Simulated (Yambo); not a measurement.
Yambo run on AlN (wurtzite, space group P6_3mc, No. 186). The wavefunctions are norm-conserving PBEsol (Quantum ESPRESSO, 84 Ry, scalar-relativistic) ones on a 6×6×4 mesh (8 occupied bands); a = b = 3.1131 Å, c = 4.9828 Å, α = β = 90.00°, γ = 120.00°.

Yambo input:

```
rim_cut
gw0
dyson
el_el_corr
HF_and_locXC
cohsex
em1s
RandQpts= 1000000
RandGvec= 1 Ry
EXXRLvcs= 84 Ry
VXCRLvcs= 336 Ry
Chimod= "HARTREE"
% BndsRnXs
 1 | 77 |
%
NGsBlkXs= 8 Ry
% LongDrXs
 1.0 | 1.0 | 1.0 |
%
ExtendOut
% QPkrange
 1 | 1 | 8 | 9 |
%
```

k points by index: 1 = Γ.

Table of the .qp output:

```
#    K-point    Band    Eo [eV]    E [eV]    E-Eo [eV]    Vxc [eV]    Vnlxc [eV]    Sc|Eo [eV]    Re(Z)    Im(Z)
#
    1    8    0.000000    -3.104965    -3.104965    -16.89140    -20.88341    0.887046    1.000000    0.000000
    1    9    4.104534    3.645362    -0.459171    -12.64570    -8.157771    -4.947100    1.000000    0.000000
```
(The two width columns are left out.) Convergence of these settings isn't established.

Geometry relaxed with PBEsol.
